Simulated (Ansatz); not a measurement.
ScAl in space group Cmcm (No. 63; Sc on 4c, Al on 4c) at seven volumes, plane-wave PAW LDA (Ansatz code), shape and atoms relaxed at each. One row is withheld.

```csv
V (Å³/atom),P (GPa)
17.285,9.02
17.855,?
18.424,2.59
18.994,0.00
19.564,-2.25
20.134,-4.19
20.704,-5.86
```

### Question
Fit the shown pressures and predict the withheld one.

### Answer
Third-order Birch–Murnaghan: P = (3/2)B₀(x^(7/2) − x^(5/2))[1 + (3/4)(B′ − 4)(x − 1)] with x = (V₀/V)^(2/3). Least squares on the six rows gives V₀ = 18.993 Å³/atom, B₀ = 80.11 GPa, B′ = 3.78. At V = 17.855, x = 1.0421 and P = 5.56 GPa. The run itself gave 5.58 GPa.

The first step of the workflow began from a Materials Project structure, measured or hypothetical; the Crystallography Open Database copy checked does not list it. Whether it is the stable phase at ambient conditions was not checked. The LDA relaxation kept the symmetry of its start; whether a distortion lowers the energy is not shown. The run is not spin-polarised.

Potentials: the later of the program's two PAW sets.
